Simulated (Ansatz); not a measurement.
La: computed property card

La:
```
CELL_PARAMETERS angstrom
      0.00000     3.28098     3.28098
      3.28098     0.00000     3.28098
      3.28098     3.28098     0.00000
ATOMIC_POSITIONS crystal
  La 0.00000 0.00000 0.00000
  La 0.25000 0.25000 0.25000
```

Space group Fd-3m (No. 227), diamond; conventional cell a = 6.5620 Å, b = 6.5620 Å, c = 6.5620 Å, α = 90.00°, β = 90.00°, γ = 90.00°.

Method: DFT-PBEsol in the program Ansatz with PAW potentials. Structure relaxed to zero pressure with the same functional. Other levels are named where they apply.

### Cell and energy

- Volume per atom: 35.32 Å³
- Density: 6.53 g/cm³

### Electronic structure

- Electronic character = metallic (no gap)
- Density of states at the Fermi level = 0.51 states/eV per atom (mean over ±0.08 eV)
- Gap with spin–orbit coupling = none (metallic)

### Mechanics

- Bulk modulus (Birch–Murnaghan fit): 54.3 GPa
- Pressure derivative B′: 5.7
- Elastic constants (relaxed ions, GPa): C11 = 52.3, C12 = 54.9, C44 = -6.2
- Mechanical stability: unstable (C has a negative eigenvalue)

### Phonons

* **Highest zone-centre frequency**: 188 cm⁻¹
* **Zone-centre stability**: no imaginary mode at Γ

The start of the workflow was typed in or built on a structure type; neither database checked (COD, Materials Project) lists it. It is not the phase usual at ambient conditions (space group No. 194). The PBEsol relaxation kept the symmetry of its start. The volume moved by -40 % from the start of the relaxation. As this level gives no gap, shear constants depend on the k-mesh and smearing (Fermi–Dirac, 0.1 eV here). As this level gives no gap, phonon frequencies hold no LO–TO term and depend on the k-mesh and smearing (Fermi–Dirac, 0.1 eV here). Scalar-relativistic: spin–orbit coupling is off unless named, which matters more the heavier the elements.

Potentials: the later of the program's two PAW sets.
